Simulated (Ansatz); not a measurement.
NiSb (NiAs type, P6_3/mmc) under volume change, the program Ansatz at the PBE level (PAW), shape and atoms relaxed at each volume.

| V (Å³/atom) | E − E(relaxed) (meV/atom) | P (GPa) |
|---|---|---|
| 16.054 | (withheld) | (withheld) |
| 16.584 | (withheld) | (withheld) |
| 17.113 | 5.9 | 3.70 |
| 17.642 | 0.0 | 0.00 |
| 18.171 | 5.2 | -3.09 |
| 18.701 | 19.8 | -5.67 |
| 19.230 | 42.2 | -7.80 |

Q: What belongs in the gaps?

A: 
- 16.054, E − E(relaxed) (meV/atom): 60.8
- 16.054, P (GPa): 13.48
- 16.584, E − E(relaxed) (meV/atom): 25.3
- 16.584, P (GPa): 8.16

Q: What does a third-order Birch–Murnaghan fit give for V₀, B₀ and B′?

A: V₀ = 17.64 Å³/atom, B₀ = 113 GPa, B′ = 5.1.

The PBE relaxation kept the symmetry of its start; of distortions, only those at the zone centre were tested. The workflow began spin-polarised and lost its moments. Scalar-relativistic: spin–orbit coupling is off unless named, which matters more the heavier the elements.

Potentials: the later of the program's two PAW sets.
